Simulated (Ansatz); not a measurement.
The relaxed structure here is a generated cell of Zn: the first start was made by placing the elements on the sites of a structure type, and the end was not matched to a known phase here, so it may be hypothetical. Known forms of Zn include space group No. 194.

A relaxed cell of Zn (Fm-3m (No. 225)), relaxed on a k-mesh at least as fine as the one used below. Calculation: r2SCAN (plane waves to 500 eV, PAW, scalar-relativistic; Ansatz, an electronic-structure program). Γ-centred k-mesh 14×14×7 on the run's cell (coarser than for final values), Fermi–Dirac smearing 0.05 eV.

```yaml
crystal:
  lattice:
    - [0.00000, 1.92598, 1.92598]
    - [1.92598, 0.00000, 1.92598]
    - [3.85196, 3.85196, 0.00000]
  atoms:
    - { symbol: Zn, position: [0.00000, 0.00000, 0.00000] }
    - { symbol: Zn, position: [0.00000, 0.00000, 0.50000] }
```

The atoms are displaced by (Å):

```json
[
 {"atom": "Zn1", "ux": "0.127", "uy": "0.140", "uz": "-0.086"},
 {"atom": "Zn2", "ux": "-0.119", "uy": "-0.046", "uz": "-0.072"}
]
```

Question: What forces (eV/Å) and pressure result?

Answer: 
```csv
atom,Fx,Fy,Fz
Zn1,-0.92,-0.86,0.56
Zn2,0.92,0.86,-0.56
```

Pressure +4.0 GPa.

Question: Estimate the energy cost of the displacement in the harmonic approximation and compare with the calculation.

Answer: For a harmonic well ΔE = −½ Σ F·u = 0.198 eV a cell, or 99 meV/atom. The calculated energy relative to the undisplaced cell is +0.10 eV/atom, so the harmonic estimate holds well.

No spin polarisation in the result.

The run that gave the undisplaced cell could not lose the symmetry of its start: the end is stationary, and may be a saddle point rather than a minimum.
